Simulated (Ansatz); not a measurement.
**Two states of Gd3InN**

```yaml
crystal:
  lattice:
    - [4.82388, 0.01968, -4.72680]
    - [-0.01284, 4.84335, -0.03252]
    - [4.91878, -0.04536, 4.82170]
  atoms:
    - { symbol: Gd, position: [0.24876, 0.49525, 0.25424] }
    - { symbol: Gd, position: [0.74303, 0.49799, 0.76617] }
    - { symbol: Gd, position: [0.24322, 0.49249, 0.74543] }
    - { symbol: Gd, position: [0.76319, 0.49885, 0.25891] }
    - { symbol: Gd, position: [0.00256, 0.01088, 0.48583] }
    - { symbol: Gd, position: [0.49453, 0.99117, 0.99580] }
    - { symbol: N, position: [0.00536, 0.49845, 0.49456] }
    - { symbol: N, position: [0.50086, 0.50273, 0.00398] }
    - { symbol: In, position: [0.99898, 0.99474, 0.00334] }
    - { symbol: In, position: [0.51091, 0.98769, 0.50701] }
```

The numbers come from plane-wave PAW DFT (Ansatz): r2SCAN, 500 eV, 3×4×3 (shifted by 0, 0.5, 0 steps) k points, fermi-dirac occupations (width 0.1 eV). Nothing was relaxed.

State A: Gd1 down, Gd2 up, Gd3 up, Gd4 down, Gd5 down, Gd6 up (collinear spin). State B: Gd1 up, Gd2 up, Gd3 up, Gd4 up, Gd5 up, Gd6 up (collinear spin).

Which state is lower, and how do they differ?

State B is lower by 5.7 meV an atom at zero smearing; in free energy at this smearing B lies -5.2 meV an atom from A. So small a gap isn't resolved on this mesh where a state is a metal.

| state | free energy (meV/atom) | largest moment in a small sphere (μB) | net moment (μB/cell) | gap on mesh (eV) | pressure (GPa) | largest force (eV/Å) |
| --- | --- | --- | --- | --- | --- | --- |
| A | 5.2 | 6.97 | 0.01 | metal | 3.0 | 1.14 |
| B | 0.0 | 7.00 | 43.77 | metal | 3.2 | 1.17 |

Origin: a strained cell with displaced atoms, so it need not be a known compound. Caveats: semilocal functionals often miss the gap of such magnets; the k mesh is coarse if the cell is a metal; f shells without a U or exact exchange are poorly placed.
